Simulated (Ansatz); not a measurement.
An Ansatz (an electronic-structure program) input:

Ansatz 0.2 input:
```yaml
crystal:
  lattice:
    - [0.0, 2.5888438702, 2.5888438702]
    - [2.5888438702, 0.0, 2.5888438702]
    - [2.5888438702, 2.5888438702, 0.0]
  atoms:
    - { symbol: Be, position: [0.0, 0.0, 0.0] }
    - { symbol: Se, position: [0.75, 0.75, 0.75] }
kpoints:
  mp_grid: { grid: [8, 8, 8] }
  band_path:
    path:
      - [[0.0, 0.0, 0.0], [0.5, 0.0, 0.5], [0.625, 0.25, 0.625]]  # Γ-X-U
      - [[0.375, 0.375, 0.75], [0.0, 0.0, 0.0], [0.5, 0.5, 0.5], [0.5, 0.25, 0.75], [0.5, 0.0, 0.5]]  # K-Γ-L-W-X
      - [VBM, CBM]
    npoints: 12
basis: { xc_grid: 2 }
hamiltonian:
  xc: pbe
  pseudopotentials: { azcp: { folder: ./paw }, kind: paw_fr }
magnetization: { noncollinear: true, spin_orbit: true }
scf:
  n_extra_bands: 12
  convergence: { dr2_threshold: 0.0000000001 }
  occupations: { method: gaussian, width: 0.01 }
checkpoint: { write: soc.run }
output: { eigenvalues: true }
```

Task: How many symmetry operations and irreducible k-points will the run report?

Result: 24 operations, 29 of 512 k-points.

Task: With a cutoff of 420 eV, how many plane waves at Γ?

Result: 645.

It took very roughly 22 core-seconds on shared server cores.

Space group F-43m (zinc blende). The cell was relaxed with PBE under the symmetry of its start.

Potentials: the earlier of the program's two PAW sets.

Ansatz is a plane-wave DFT program.
